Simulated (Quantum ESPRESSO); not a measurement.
# Zr2WO6F2: input and log of a self-consistent run

Simulated, not a measurement. The program is pw.x of Quantum ESPRESSO 7.5 (plane-wave density functional theory). The cell is made up: 11 atoms on a rutile lattice with one site empty, with randomly drawn elements, strain and displacements, not relaxed. PseudoDojo standard norm-conserving files (v0.5 for PBE, v0.4.1 for LDA and PBEsol) set the functional; there is no spin polarisation, spin-orbit coupling or dispersion term, and the masses in the input are unused placeholders. A spin-polarised start on this cell or one of its family kept no moment above 0.05 Bohr magneton at the same smearing; a narrower smearing was not tried.

Input:

```
&control calculation='scf', pseudo_dir='./dojo.nc.sr.pbe.v0_5.standard.upf', outdir='./o', disk_io='low', tprnfor=.true., tstress=.true. /
&system ibrav=0, nat=11, ntyp=4, nbnd=50, ecutwfc=84.00895049, nosym=.true., tot_charge=0,
 occupations='smearing', smearing='fd', degauss=0.0018374661
/
&electrons conv_thr=7.350e-09, electron_maxstep=60, /
ATOMIC_SPECIES
F 1.0 F.upf
O 1.0 O.upf
W 1.0 W.upf
Zr 1.0 Zr.upf
CELL_PARAMETERS angstrom
4.7215 -0.0642 0.0603
-0.0655 4.8088 -0.0733
0.081 -0.0979 6.2308
ATOMIC_POSITIONS angstrom
Zr 2.3854 2.2775 1.4929
W 0.0713 -0.0177 3.1184
Zr 2.3713 2.2808 4.6606
O 1.4724 1.4695 -0.0034
O 3.2539 3.2561 -0.0141
O 3.8196 0.8211 1.6406
O 0.8333 3.819 1.5022
O 1.4139 1.3722 3.0949
F 3.3257 3.2122 3.1374
F 3.849 0.8489 4.703
O 0.9788 3.7688 4.6731
K_POINTS automatic
5 5 4 1 1 1
```

The log is shortened where brackets say so; the opening notice, blank lines, dates and the lines on written files are dropped, and the path of the files is cut. It prints rydbergs, bohrs and kilobars, and counts compression as positive stress. With no partly filled state, the Fermi energy that it prints is only some level between the filled and the empty states on the mesh, and need not lie in the true gap.

```
     Program PWSCF v.7.5
     Parallel version (MPI & OpenMP), running on       4 processor cores
     Number of MPI processes:                 4
     Threads/MPI process:                     1
     [start-up lines left out]
     bravais-lattice index     =            0
     lattice parameter (alat)  =       8.9239  a.u.
     unit-cell volume          =     954.1197 (a.u.)^3
     number of atoms/cell      =           11
     number of atomic types    =            4
     number of electrons       =        88.00
     number of Kohn-Sham states=           50
     kinetic-energy cutoff     =      84.0090  Ry
     charge density cutoff     =     336.0358  Ry
     scf convergence threshold =      7.3E-09
     mixing beta               =       0.7000
     number of iterations used =            8  plain     mixing
     Exchange-correlation= PBE
                           (   1   4   3   4   0   0   0)
     [axes and pseudopotential details left out]
   Cartesian axes
     site n.     atom                  positions (alat units)
         1        Zr     tau(   1) = (   0.5051329   0.4822840   0.3161369  )
         2        W      tau(   2) = (   0.0150985  -0.0037482   0.6603532  )
         3        Zr     tau(   3) = (   0.5021471   0.4829828   0.9869298  )
         4        O      tau(   4) = (   0.3117958   0.3111817  -0.0007200  )
         5        O      tau(   5) = (   0.6890467   0.6895126  -0.0029858  )
         6        O      tau(   6) = (   0.8088395   0.1738763   0.3474139  )
         7        O      tau(   7) = (   0.1764598   0.8087124   0.3181063  )
         8        O      tau(   8) = (   0.2994078   0.2905774   0.6553768  )
         9        F      tau(   9) = (   0.7042511   0.6802163   0.6643766  )
        10        F      tau(  10) = (   0.8150652   0.1797633   0.9959085  )
        11        O      tau(  11) = (   0.2072709   0.7980821   0.9895769  )
     number of k points=    50  Fermi-Dirac smearing, width (Ry)=  0.0018
                       cart. coord. in units 2pi/alat
        k(    1) = (   0.1001774   0.1010146   0.0950223), wk =   0.0400000
        k(    2) = (   0.0977954   0.1038714   0.2845731), wk =   0.0400000
     [further k points left out]
     Dense  grid:    99237 G-vectors     FFT dimensions: (  54,  54,  72)
     Estimated max dynamical RAM per process >     282.41 MB
     Estimated total dynamical RAM >       1.03 GB
     Initial potential from superposition of free atoms
     starting charge      87.9947, renormalised to      88.0000
     Starting wfcs are   62 randomized atomic wfcs
     total cpu time spent up to now is        5.2 secs
     per-process dynamical memory:   220.0 Mb
     Self-consistent Calculation
     iteration #  1     ecut=    84.01 Ry     beta= 0.70
     Davidson diagonalization with overlap
     ethr =  1.00E-02,  avg # of iterations =  2.0
     total cpu time spent up to now is       13.7 secs
     total energy              =    -648.41441391 Ry
     estimated scf accuracy    <       5.98366930 Ry
     iteration #  2     ecut=    84.01 Ry     beta= 0.70
     Davidson diagonalization with overlap
     ethr =  6.80E-03,  avg # of iterations =  6.0
     total cpu time spent up to now is       28.0 secs
     total energy              =    -643.79490399 Ry
     estimated scf accuracy    <      66.81356643 Ry
     iteration #  3     ecut=    84.01 Ry     beta= 0.70
     Davidson diagonalization with overlap
     ethr =  6.80E-03,  avg # of iterations =  5.8
     total cpu time spent up to now is       40.8 secs
     total energy              =    -651.68236379 Ry
     estimated scf accuracy    <       2.47540674 Ry
     iteration #  4     ecut=    84.01 Ry     beta= 0.70
     Davidson diagonalization with overlap
     ethr =  2.81E-03,  avg # of iterations =  2.0
     total cpu time spent up to now is       48.0 secs
     total energy              =    -651.90528069 Ry
     estimated scf accuracy    <       0.55073654 Ry
     iteration #  5     ecut=    84.01 Ry     beta= 0.70
     Davidson diagonalization with overlap
     ethr =  6.26E-04,  avg # of iterations =  2.1
     total cpu time spent up to now is       56.6 secs
     total energy              =    -651.88673069 Ry
     estimated scf accuracy    <       0.27651455 Ry
     [iterations 6 to 14 left out]
     iteration # 15     ecut=    84.01 Ry     beta= 0.70
     Davidson diagonalization with overlap
     ethr =  3.52E-09,  avg # of iterations =  3.4
     total cpu time spent up to now is      155.6 secs
     total energy              =    -651.90719948 Ry
     estimated scf accuracy    <       0.00000053 Ry
     iteration # 16     ecut=    84.01 Ry     beta= 0.70
     Davidson diagonalization with overlap
     ethr =  5.98E-10,  avg # of iterations =  3.9
     total cpu time spent up to now is      164.3 secs
     total energy              =    -651.90719959 Ry
     estimated scf accuracy    <       0.00000013 Ry
     iteration # 17     ecut=    84.01 Ry     beta= 0.70
     Davidson diagonalization with overlap
     ethr =  1.49E-10,  avg # of iterations =  2.4
     total cpu time spent up to now is      172.9 secs
     total energy              =    -651.90719961 Ry
     estimated scf accuracy    <       0.00000007 Ry
     iteration # 18     ecut=    84.01 Ry     beta= 0.70
     Davidson diagonalization with overlap
     ethr =  7.75E-11,  avg # of iterations =  2.1
     total cpu time spent up to now is      183.1 secs
     total energy              =    -651.90719962 Ry
     estimated scf accuracy    <       0.00000009 Ry
     iteration # 19     ecut=    84.01 Ry     beta= 0.70
     Davidson diagonalization with overlap
     ethr =  7.75E-11,  avg # of iterations =  1.7
     total cpu time spent up to now is      190.3 secs
     End of self-consistent calculation
          k = 0.1002 0.1010 0.0950 ( 12384 PWs)   bands (ev):
   -68.1808 -39.8985 -39.5529 -32.4648 -32.2529 -32.0335 -19.9361 -18.6434
   -18.4879 -17.9261 -17.8002 -17.6796 -16.7712 -15.8227 -10.6051  -9.1502
    -8.3935  -8.0984  -7.3409  -7.0316  -1.1015  -0.1115   0.2275   0.7329
     1.8480   2.1371   2.3236   2.8646   3.3462   3.5515   4.1302   4.7458
     5.3360   5.5453   5.7277   5.9331   6.0976   6.3570   6.6061   6.8029
     7.0165   7.2244   7.4234   7.6911   9.1936   9.3488   9.6254  11.6650
    12.3184  12.5155
     [levels at the other k points left out]
     the Fermi energy is     8.4330 ev
!    total energy              =    -651.90719962 Ry
     estimated scf accuracy    <          7.2E-09 Ry
     smearing contrib. (-TS)   =      -0.00000000 Ry
     internal energy E=F+TS    =    -651.90719962 Ry
     The total energy is F=E-TS. E is the sum of the following terms:
     one-electron contribution =    -229.02758565 Ry
     hartree contribution      =     158.05495679 Ry
     xc contribution           =    -145.22077483 Ry
     ewald contribution        =    -435.71379593 Ry
     convergence has been achieved in  19 iterations
     Forces acting on atoms (cartesian axes, Ry/au):
     atom    1 type  4   force =    -0.02236613    0.01354941   -0.25505581
     atom    2 type  3   force =     0.20811533   -0.03176726   -0.20054912
     atom    3 type  4   force =    -0.09028580    0.04383418    0.30986806
     atom    4 type  2   force =    -0.00986164   -0.01543300   -0.01858486
     atom    5 type  2   force =    -0.00536738   -0.00874968   -0.01063675
     atom    6 type  2   force =     0.04882148   -0.06298133    0.17968571
     atom    7 type  2   force =    -0.05473714    0.06235097    0.20385786
     atom    8 type  2   force =    -0.09678124   -0.09427437    0.01560573
     atom    9 type  1   force =     0.06284875    0.07289082   -0.01454615
     atom   10 type  1   force =     0.03370261   -0.04759028   -0.03955885
     atom   11 type  2   force =    -0.07408884    0.06817055   -0.17008583
     Total force =     0.645253     Total SCF correction =     0.000192
     Computing stress (Cartesian axis) and pressure
          total   stress  (Ry/bohr**3)                   (kbar)     P=       30.38
   0.00053807   0.00051541  -0.00029990           79.15       75.82      -44.12
   0.00051541   0.00042770   0.00023606           75.82       62.92       34.73
  -0.00029990   0.00023606  -0.00034631          -44.12       34.73      -50.94
     init_run     :      4.54s CPU      4.81s WALL (       1 calls)
     electrons    :    183.22s CPU    185.14s WALL (       1 calls)
     forces       :      1.62s CPU      1.65s WALL (       1 calls)
     stress       :      5.88s CPU      6.06s WALL (       1 calls)
     [timing details left out]
     PWSCF        :   3m15.68s CPU   3m18.17s WALL
     JOB DONE.
```

In other units: free energy -8869.649 eV for the cell, pressure 3.04 GPa, largest force component 7.967 eV/Å. A rerun of the same cell at another strain at a cutoff of 1467 eV and k mesh 7 x 7 x 6 moved values by no more than 0.006 eV in energy, 0.02 GPa in stress and 0.003 eV/Å in force.